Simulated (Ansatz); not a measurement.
LuNi2Ge2 in space group I4/mmm (No. 139; Lu on 2a, Ni on 4d, Ge on 4e), the program Ansatz at the PBE level (PAW), all energies at zero smearing, with the estimated change up to a 700 eV cutoff added, with one set of potentials and settings (totals compare only within such a set). Cell of 5 atoms (1 Lu, 2 Ni, 2 Ge): -35004.961 eV.

| element | reference phase | E (eV/atom) |
|---|---|---|
| Lu | P6_3/mmc, 2 atoms in the cell | -14732.4262 |
| Ni | Fm-3m, 1 atoms in the cell, spin-polarised | -5839.7239 |
| Ge | Fd-3m, 2 atoms in the cell | -4294.9847 |

Formation energy per atom, worked out: (-35004.961 − 1×(-14732.4262) − 2×(-5839.7239) − 2×(-4294.9847))/5 = -0.624 eV/atom (-60 kJ per mol of atoms), at 0 K, without zero-point energy or fitted corrections.

The workflow started from a Materials Project entry (that database holds measured and hypothetical structures alike); the Crystallography Open Database copy checked does not list it. Whether it is the stable phase at ambient conditions was not checked. Symmetry was held in the PBE relaxation; whether a distortion lowers the energy is not shown. No spin polarisation was allowed. The references are the lowest solids computed at this level, not always the standard phases. Scalar-relativistic: spin–orbit coupling is off unless named, which matters more the heavier the elements.

Potentials: the later of the program's two PAW sets.
